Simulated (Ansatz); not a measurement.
Rb2LiScF6:
```cif
data_F24Li4Rb8Sc4
_chemical_formula_sum 'Rb8 Li4 Sc4 F24'
_space_group_name_H-M_alt 'Fm-3m'
_space_group_IT_number 225
_space_group_name_Hall '-F 4 2 3'
_cell_length_a 8.30698
_cell_length_b 8.30698
_cell_length_c 8.30698
_cell_angle_alpha 90.000
_cell_angle_beta 90.000
_cell_angle_gamma 90.000
loop_
_atom_site_label
_atom_site_type_symbol
_atom_site_symmetry_multiplicity
_atom_site_Wyckoff_symbol
_atom_site_fract_x
_atom_site_fract_y
_atom_site_fract_z
_atom_site_occupancy
Rb1 Rb 8 c 0.25000 0.25000 0.25000 1
Li1 Li 4 b 0.50000 0.50000 0.50000 1
Sc1 Sc 4 a 0.00000 0.00000 0.00000 1
F1 F 24 e 0.00000 0.00000 0.24380 1
```
(The calculation used a cell of 10 atoms; values per cell refer to that cell.)

Relaxed with r²SCAN. Plane-wave PAW r²SCAN (Ansatz code) gives a gap of 7.58 eV.

What gap does HSE06 give on the same cell (Ansatz, PAW)?

9.39 eV, 1.81 eV more. The hybrid was solved on a coarser mesh and at special points; its gap is the smallest among all of these.

| k | v1 r²SCAN | c1 r²SCAN | v1 HSE06 | c1 HSE06 |
|---|---|---|---|---|
| Γ | 0.00 | 7.58 | 0.00 | 9.39 |
| X | -0.02 | 7.64 | ___ | ___ |
| L | -0.21 | 7.66 | ___ | ___ |
| W | -0.19 | 7.69 | ___ | ___ |
| K | -0.10 | 7.66 | ___ | ___ |

Top valence (v1) and lowest conduction level (c1) in eV from each method's valence maximum (which need not be a listed point): supply the withheld HSE06 values.


- X, v1 HSE06: -0.02
- X, c1 HSE06: 9.47
- W, v1 HSE06: -0.19
- W, c1 HSE06: 9.52
- L, v1 HSE06: -0.22
- L, c1 HSE06: 9.48
- K, v1 HSE06: -0.10
- K, c1 HSE06: 9.48

Cost on shared cores: the r²SCAN run (SCF on a 6×6×6 mesh, then bands and DOS) around 110 core-seconds (rough), the HSE06 run (SCF on 4×4×4, then a few points) roughly 7 core-minutes; the tasks are unlike.

The workflow started from a Materials Project entry (that database holds measured and hypothetical structures alike); the Crystallography Open Database copy checked does not list it. Whether it is the stable phase at ambient conditions was not checked. The cell was relaxed with r²SCAN under the symmetry of its start; whether a distortion lowers the energy is not shown. The run is not spin-polarised. Spin–orbit coupling is left out wherever it is not named.

Potentials: the later of the program's two PAW sets.
